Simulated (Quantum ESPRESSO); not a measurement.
## Si2AlFO5 (input and log of a self-consistent run)

Computed values, not a measurement. The program is pw.x of Quantum ESPRESSO 7.5 (plane-wave density functional theory). The cell is made up: 9 atoms on a quartz lattice, with randomly drawn elements, strain and displacements, not relaxed. PseudoDojo standard norm-conserving files (v0.5 for PBE, v0.4.1 for LDA and PBEsol) set the functional; there is no spin polarisation, spin-orbit coupling or dispersion term, and the masses in the input are unused placeholders.

Input:

```
&control calculation='scf', pseudo_dir='./dojo.nc.sr.pbe.v0_5.standard.upf', outdir='./o', disk_io='medium', tprnfor=.true., tstress=.true. /
&system ibrav=0, nat=9, ntyp=4, nbnd=30, ecutwfc=84.00895049, nosym=.true., tot_charge=0,
 occupations='smearing', smearing='fd', degauss=0.0018374661
/
&electrons conv_thr=7.350e-09, electron_maxstep=60, /
ATOMIC_SPECIES
Al 1.0 Al.upf
F 1.0 F.upf
O 1.0 O.upf
Si 1.0 Si.upf
CELL_PARAMETERS angstrom
5.0134 -0.0304 0.0251
-2.533 4.4627 -0.0164
0.0275 -0.0048 5.5972
ATOMIC_POSITIONS angstrom
Si 2.3652 -0.0358 3.7552
Si -1.2462 2.0999 1.9928
Al 1.3113 2.3536 0.1523
F 1.4885 1.042 4.4357
O 3.2447 0.5551 2.5329
O 2.7812 2.6242 0.7148
O 0.3061 1.8295 1.1209
O -1.1268 3.2328 3.1771
O 0.7951 3.8709 4.8111
K_POINTS automatic
5 5 4 1 1 1
```

The log is shortened where brackets say so; the opening notice, blank lines, dates and the lines on written files are dropped, and the path of the files is cut. It prints rydbergs, bohrs and kilobars, and counts compression as positive stress. With no partly filled state, the Fermi energy that it prints is only some level between the filled and the empty states on the mesh, and need not lie in the true gap.

```
     Program PWSCF v.7.5
     Parallel version (MPI & OpenMP), running on       1 processor cores
     Number of MPI processes:                 1
     Threads/MPI process:                     1
     [start-up lines left out]
     bravais-lattice index     =            0
     lattice parameter (alat)  =       9.4742  a.u.
     unit-cell volume          =     842.1495 (a.u.)^3
     number of atoms/cell      =            9
     number of atomic types    =            4
     number of electrons       =        48.00
     number of Kohn-Sham states=           30
     kinetic-energy cutoff     =      84.0090  Ry
     charge density cutoff     =     336.0358  Ry
     scf convergence threshold =      7.3E-09
     mixing beta               =       0.7000
     number of iterations used =            8  plain     mixing
     Exchange-correlation= PBE
                           (   1   4   3   4   0   0   0)
     [axes and pseudopotential details left out]
   Cartesian axes
     site n.     atom                  positions (alat units)
         1        Si     tau(   1) = (   0.4717611  -0.0071406   0.7490094  )
         2        Si     tau(   2) = (  -0.2485661   0.4188445   0.3974824  )
         3        Al     tau(   3) = (   0.2615509   0.4694473   0.0303776  )
         4        F      tau(   4) = (   0.2968951   0.2078366   0.8847415  )
         5        O      tau(   5) = (   0.6471855   0.1107198   0.5052104  )
         6        O      tau(   6) = (   0.5547361   0.5234210   0.1425735  )
         7        O      tau(   7) = (   0.0610545   0.3649107   0.2235739  )
         8        O      tau(   8) = (  -0.2247507   0.6448119   0.6337020  )
         9        O      tau(   9) = (   0.1585901   0.7720869   0.9596185  )
     number of k points=    50  Fermi-Dirac smearing, width (Ry)=  0.0018
                       cart. coord. in units 2pi/alat
        k(    1) = (   0.1004738   0.1697820   0.1116176), wk =   0.0400000
        k(    2) = (   0.0993538   0.1699692   0.3355547), wk =   0.0400000
     [further k points left out]
     Dense  grid:    87561 G-vectors     FFT dimensions: (  60,  60,  64)
     Estimated max dynamical RAM per process >     113.47 MB
     Initial potential from superposition of free atoms
     starting charge      47.9963, renormalised to      48.0000
     Starting wfcs are   36 randomized atomic wfcs
     total cpu time spent up to now is       17.8 secs
     per-process dynamical memory:    88.3 Mb
     Self-consistent Calculation
     iteration #  1     ecut=    84.01 Ry     beta= 0.70
     Davidson diagonalization with overlap
     ethr =  1.00E-02,  avg # of iterations =  3.0
     total cpu time spent up to now is       69.8 secs
     total energy              =    -235.87854096 Ry
     estimated scf accuracy    <       2.55374847 Ry
     iteration #  2     ecut=    84.01 Ry     beta= 0.70
     Davidson diagonalization with overlap
     ethr =  5.32E-03,  avg # of iterations =  2.0
     total cpu time spent up to now is      112.5 secs
     total energy              =    -236.57645536 Ry
     estimated scf accuracy    <       1.98829570 Ry
     iteration #  3     ecut=    84.01 Ry     beta= 0.70
     Davidson diagonalization with overlap
     ethr =  4.14E-03,  avg # of iterations =  2.0
     total cpu time spent up to now is      145.6 secs
     total energy              =    -236.94040454 Ry
     estimated scf accuracy    <       0.03142112 Ry
     iteration #  4     ecut=    84.01 Ry     beta= 0.70
     Davidson diagonalization with overlap
     ethr =  6.55E-05,  avg # of iterations =  9.4
     total cpu time spent up to now is      197.9 secs
     total energy              =    -236.95322235 Ry
     estimated scf accuracy    <       0.01038626 Ry
     iteration #  5     ecut=    84.01 Ry     beta= 0.70
     Davidson diagonalization with overlap
     ethr =  2.16E-05,  avg # of iterations =  3.0
     total cpu time spent up to now is      237.9 secs
     total energy              =    -236.95419934 Ry
     estimated scf accuracy    <       0.00160050 Ry
     [iterations 6 to 7 left out]
     iteration #  8     ecut=    84.01 Ry     beta= 0.70
     Davidson diagonalization with overlap
     ethr =  1.85E-08,  avg # of iterations =  3.3
     total cpu time spent up to now is      355.7 secs
     total energy              =    -236.95433595 Ry
     estimated scf accuracy    <       0.00000315 Ry
     iteration #  9     ecut=    84.01 Ry     beta= 0.70
     Davidson diagonalization with overlap
     ethr =  6.56E-09,  avg # of iterations =  2.0
     total cpu time spent up to now is      383.1 secs
     total energy              =    -236.95433625 Ry
     estimated scf accuracy    <       0.00000044 Ry
     iteration # 10     ecut=    84.01 Ry     beta= 0.70
     Davidson diagonalization with overlap
     ethr =  9.25E-10,  avg # of iterations =  2.0
     total cpu time spent up to now is      411.7 secs
     total energy              =    -236.95433633 Ry
     estimated scf accuracy    <       0.00000002 Ry
     iteration # 11     ecut=    84.01 Ry     beta= 0.70
     Davidson diagonalization with overlap
     ethr =  4.62E-11,  avg # of iterations =  3.3
     total cpu time spent up to now is      443.6 secs
     total energy              =    -236.95433634 Ry
     estimated scf accuracy    <       0.00000001 Ry
     iteration # 12     ecut=    84.01 Ry     beta= 0.70
     Davidson diagonalization with overlap
     ethr =  2.60E-11,  avg # of iterations =  2.0
     total cpu time spent up to now is      463.8 secs
     End of self-consistent calculation
          k = 0.1005 0.1698 0.1116 ( 10942 PWs)   bands (ev):
   -24.1053 -17.0786 -16.1364 -14.9731 -14.6735 -14.1137  -7.9135  -5.9643
    -4.8886  -4.7442  -3.8994  -3.2007  -2.0603  -1.8654  -1.0426  -0.8039
    -0.3511  -0.0333   0.3852   0.7314   1.1089   1.2866   1.6121   2.0126
     7.0487   9.8163  10.3675  10.7561  11.3839  11.8294
     [levels at the other k points left out]
     the Fermi energy is     3.0153 ev
!    total energy              =    -236.95433634 Ry
     estimated scf accuracy    <          2.6E-09 Ry
     smearing contrib. (-TS)   =       0.00000000 Ry
     internal energy E=F+TS    =    -236.95433634 Ry
     The total energy is F=E-TS. E is the sum of the following terms:
     one-electron contribution =    -125.14565100 Ry
     hartree contribution      =      87.46474326 Ry
     xc contribution           =     -62.20513463 Ry
     ewald contribution        =    -137.06829397 Ry
     convergence has been achieved in  12 iterations
     Forces acting on atoms (cartesian axes, Ry/au):
     atom    1 type  4   force =     0.09117803   -0.13985447   -0.07734584
     atom    2 type  4   force =     0.04620233   -0.00971167   -0.18039336
     atom    3 type  1   force =     0.08656066    0.20242200   -0.27199142
     atom    4 type  2   force =    -0.08848642    0.09199183    0.02644022
     atom    5 type  3   force =     0.00503803    0.09060860   -0.01690561
     atom    6 type  3   force =     0.20539002   -0.01505160    0.13963115
     atom    7 type  3   force =    -0.37860975   -0.11937466    0.33307580
     atom    8 type  3   force =    -0.02178897   -0.02336828   -0.02691688
     atom    9 type  3   force =     0.05451607   -0.07766174    0.07440594
     Total force =     0.750542     Total SCF correction =     0.000054
     Computing stress (Cartesian axis) and pressure
          total   stress  (Ry/bohr**3)                   (kbar)     P=       62.53
   0.00091266   0.00029139  -0.00033712          134.26       42.87      -49.59
   0.00029139  -0.00004726  -0.00007497           42.87       -6.95      -11.03
  -0.00033712  -0.00007497   0.00040982          -49.59      -11.03       60.29
     init_run     :     17.32s CPU     17.67s WALL (       1 calls)
     electrons    :    425.08s CPU    445.98s WALL (       1 calls)
     forces       :      4.99s CPU      5.08s WALL (       1 calls)
     stress       :     18.71s CPU     18.80s WALL (       1 calls)
     [timing details left out]
     PWSCF        :   7m46.43s CPU   8m 8.57s WALL
     JOB DONE.
```

In other units: free energy -3223.928 eV for the cell, pressure 6.25 GPa, largest force component 9.734 eV/Å. A rerun of this cell at 1437 eV and a 7 x 7 x 6 mesh moved values by no more than 0.003 eV in energy, 0.02 GPa in stress and 0.002 eV/Å in force.